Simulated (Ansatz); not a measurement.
Here is the system:

Pt:
```cif
data_Pt2
_chemical_formula_sum 'Pt2'
_space_group_name_H-M_alt 'P 1'
_space_group_IT_number 1
_cell_length_a 3.80954
_cell_length_b 3.80954
_cell_length_c 3.80954
_cell_angle_alpha 97.235
_cell_angle_beta 97.235
_cell_angle_gamma 138.429
loop_
_space_group_symop_operation_xyz
  'x, y, z'
loop_
_atom_site_label
_atom_site_type_symbol
_atom_site_fract_x
_atom_site_fract_y
_atom_site_fract_z
_atom_site_occupancy
Pt1 Pt 0.75000 0.25000 0.50000 1
Pt2 Pt 0.00000 0.00000 0.00000 1
```

This is the PBE-relaxed structure.

**Question.** All from plane-wave PAW PBE (Ansatz code), unless another level is named. Predict the density of states at the Fermi level.

**Answer.** 1.2 states/eV per atom (mean over ±0.08 eV).

**Question.** Predict the gap with spin–orbit coupling.

**Answer.** none (metallic).

Space group I4_1/amd (β-Sn type). A made-up cell: these elements were put on the sites of a structure type; neither database checked (COD, Materials Project) lists it. It is not the phase usual at ambient conditions (space group No. 225). The PBE relaxation kept the symmetry of its start; of distortions, only those at the zone centre were tested. No spin polarisation was allowed. Spin–orbit coupling is left out wherever it is not named.

Potentials: the later of the program's two PAW sets.
